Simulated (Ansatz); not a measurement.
MgS (rock salt), relaxed with r²SCAN (Ansatz, an electronic-structure program, plane waves, PAW): a = 5.2051 Å, b = 5.2051 Å, c = 5.2051 Å, α = 90.00°, β = 90.00°, γ = 90.00°.

| Item | Result |
|---|---|
| gap (eV) | 3.47 |
| ΔH_f (eV/atom) | -1.67 |
| B₀ by P(V) fit (GPa) | 79.8 |
| electron conductivity mass (mₑ) | 0.35 |

### Question
The same phase is relaxed and computed with PBE in the same code. What are the cell and these values now?

### Answer
a = b = c = 5.230 Å, α = β = γ = 90.00°.

* **gap (eV)**: 2.76
* **ΔH_f (eV/atom)**: -1.44
* **B₀ by P(V) fit (GPa)**: 73.9
* **electron conductivity mass (mₑ)**: 0.34

All cells were relaxed under the symmetry of their starts (and spin orders); stability against distortions was not tested throughout.

Potentials: the earlier of the program's two PAW sets.

Ansatz is a plane-wave DFT program.

Formation energies count from the lowest solids of the elements computed at the same level, not from gases.
